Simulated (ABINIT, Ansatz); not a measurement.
Given: the input of a run of ABINIT 10.8.3 (patched build) on BiS. 

File run.abi:

```
pp_dirpath "./"
pseudos "Bi.GGA_PBE-JTH.xml, S.GGA_PBE-JTH.xml"

structure "poscar:POSCAR"
natom 2

ecut 22.0
pawecutdg 44.0
pawxcdev 0

kptopt 1
ngkpt 8 8 8
nshiftk 1
shiftk 0.0 0.0 0.0

ixc 11

nband 15
occopt 3
tsmear 0.05 eV

nstep 100
tolvrs 1.0e-9

iomode 3
prtwf 0
prteig 0
prtebands 0
prtden 1
prtvha 1
prtvclmb 1
prtpot 1
```

The input POSCAR:

```
BiS
1.0
    2.1092708700      1.2177881000      3.5004874800
   -2.1092708700      1.2177881000      3.5004874800
    0.0000000000     -2.4355762100      3.5004874800
Bi S
1 1
Direct
    0.0000000000      0.0000000000      0.0000000000  Bi
    0.5000000000      0.5000000000      0.5000000000  S
```

Potentials or basis: JTH PAW PBE v2.0.

Command:

```sh
$ abinit run.abi > log 2>&1
```

Question: Translate it to Ansatz 0.2.0. Potentials or basis there: Ansatz PAW (earlier soft set), cutoff 420 eV.

Answer: As run (cutoffs and basis follow the program's own potentials, and thresholds, step limits or extra output files can differ):

Contents of input.yaml:

```yaml
crystal:
  lattice:
    - [2.10927087, 1.2177881, 3.50048748]
    - [-2.10927087, 1.2177881, 3.50048748]
    - [0.0, -2.43557621, 3.50048748]
  atoms:
    - { symbol: Bi, position: [0.0, 0.0, 0.0] }
    - { symbol: S, position: [0.5, 0.5, 0.5] }
hamiltonian:
  xc: pbe
  pseudopotentials: { kind: paw, azcp: { folder: soft_1 } }
kpoints:
  mp_grid: { grid: [8, 8, 8] }
scf:
  occupations: { method: fermi_dirac, width: 0.05 }
output:
  forces: true
  stress: true
  eigenvalues: true
```

Potentials or basis: Ansatz PAW soft_1.

The run is started by

```bash
$ ansatz run input.yaml --threads 1 --pin off --max-ram 3584MiB --backend cpu --events-out ev --progress --plain --runs-dir out
```

Both were run:

|  | ABINIT | Ansatz |
| --- | --- | --- |
| Pressure | -1.4 GPa | -1.3 GPa |

Ansatz's pressure holds a Pulay term of +0.01 GPa for its cutoff of 420 eV, which the other run lacks.

Where Ansatz's input types no cutoff or centring, it takes its own default and a Γ-centred mesh.

Pressure is positive in compression.
